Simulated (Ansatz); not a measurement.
TiO2: excitons and shallow donors from band masses and screening

Computed with Ansatz, DFT r2SCAN, scalar-relativistic, plane waves, PAW.

Cutoff 500 eV; k points 6×6×10 on the computed 6-atom cell (Γ-centred); Gaussian smearing, width 0.02 eV; no spin polarisation.

Relaxed cell: P4_2/mnm, a = 4.597 Å, b = 4.597 Å, c = 2.954 Å, α = 90.00°, β = 90.00°, γ = 90.00°, 6 atoms in the primitive cell.

The calculation gives a Kohn–Sham gap of 2.22 eV, an electron mass of 0.88 mₑ and a hole mass of 2.62 mₑ (harmonic means over x, y, z and over the bands degenerate at each edge), and ε∞ = 7.00 (independent particles, mean of the diagonal). Masses and screening differ among the axes, which the isotropic model averages.

Question: Estimate the binding energy and radius of a Wannier–Mott exciton and of a shallow donor, and say whether the hydrogenic model can hold.

Answer: The reduced mass is μ = mₙmₕ/(mₙ + mₕ) = 0.659 mₑ, with mₙ and mₕ the band masses. With E_b = 13.606 eV × μ/ε² and a = 0.529 Å × ε/μ (μ in mₑ) the exciton has E_b = 183 meV and a = 5.6 Å. For a donor μ is the electron mass: 244 meV and 4.2 Å. The radius isn't large against the shortest lattice vector (2.95 Å), so the continuum picture is doubtful and the numbers are only a scale. In a polar crystal the ions screen too, so a state bound more weakly than an optical phonon feels the larger static constant, which lowers the energy and widens the orbit. The other way, the small Kohn–Sham gap and the missing local fields make ε∞ too large and the masses tend to be too light, which underbinds.